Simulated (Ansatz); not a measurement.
CaO (rock salt)

```yaml
crystal:
  lattice:
    - [0.00000, 2.39742, 2.39742]
    - [2.39742, 0.00000, 2.39742]
    - [2.39742, 2.39742, 0.00000]
  atoms:
    - { symbol: Ca, position: [0.00000, 0.00000, 0.00000] }
    - { symbol: O, position: [0.50000, 0.50000, 0.50000] }
```

The slice is a {110} plane (indices of the conventional cell) through the point (0.000, 0.000, 0.000) (fractional), spanned by u = [100] and v = [1 -1 -1] in vectors of this cell: u (3.39 Å) and v (4.79 Å, at 90° to u). It covers one period; positions are fractions (u, v).

Computed with r2SCAN (plane waves to 500 eV, PAW, scalar-relativistic; Ansatz, a program for electronic structure). k mesh 12×12×12. Inside the PAW spheres the values are not all-electron values, and peaks at nuclei hang on which shells count as valence. CaO was relaxed with its symmetry unable to fall.

Three fields on this plane, each scaled to ten steps between its own extremes (0 low, 9 high; the total valence density on a logarithmic scale, the potential cut 8 eV below its top; x marks points blanked near nuclei; v = 0 in the bottom row):

Map A
```
|xxxxx00000xxxx|
|xxxx2000002xxx|
|xxx400000004xx|
|xx10000000001x|
|00000000000000|
|xx65310001356x|
|xxx973000379xx|
|xxxx9400049xxx|
|xxxxx50005xxxx|
|xxxxx51015xxxx|
|xxxxx50005xxxx|
|xxxx9400049xxx|
|xxx973000379xx|
|xx65310001356x|
|00000000000000|
|xx10000000001x|
|xxx400000004xx|
|xxxx2000002xxx|
|xxxxx00000xxxx|
|xxxxx00000xxxx|
```

Map B
```
|xxxxx53235xxxx|
|xxxx8422248xxx|
|xxx952111259xx|
|xx96310001369x|
|98753100013578|
|xx97421012479x|
|xxx974212479xx|
|xxxx9532359xxx|
|xxxxx63236xxxx|
|xxxxx74247xxxx|
|xxxxx63236xxxx|
|xxxx9532359xxx|
|xxx974212479xx|
|xx97421012479x|
|98753100013578|
|xx96310001369x|
|xxx952111259xx|
|xxxx8422248xxx|
|xxxxx53235xxxx|
|xxxxx53235xxxx|
```

Map C
```
|xxxxx36763xxxx|
|xxxx0477740xxx|
|xxx025787520xx|
|xx03577877530x|
|44567788877654|
|xx89888888898x|
|xxx999888999xx|
|xxxx9987899xxx|
|xxxxx98789xxxx|
|xxxxx98789xxxx|
|xxxxx98789xxxx|
|xxxx9987899xxx|
|xxx999888999xx|
|xx89888888898x|
|44567788877654|
|xx03577877530x|
|xxx025787520xx|
|xxxx0477740xxx|
|xxxxx36763xxxx|
|xxxxx36763xxxx|
```

**Question.** Assign the maps to these fields: electron localisation function (ELF); valence electron density; electrostatic potential energy of an electron, from the cell's mean.

**Answer.** A is the electron localisation function (ELF); B is the valence electron density; C is the electrostatic potential energy of an electron, from the cell's mean.
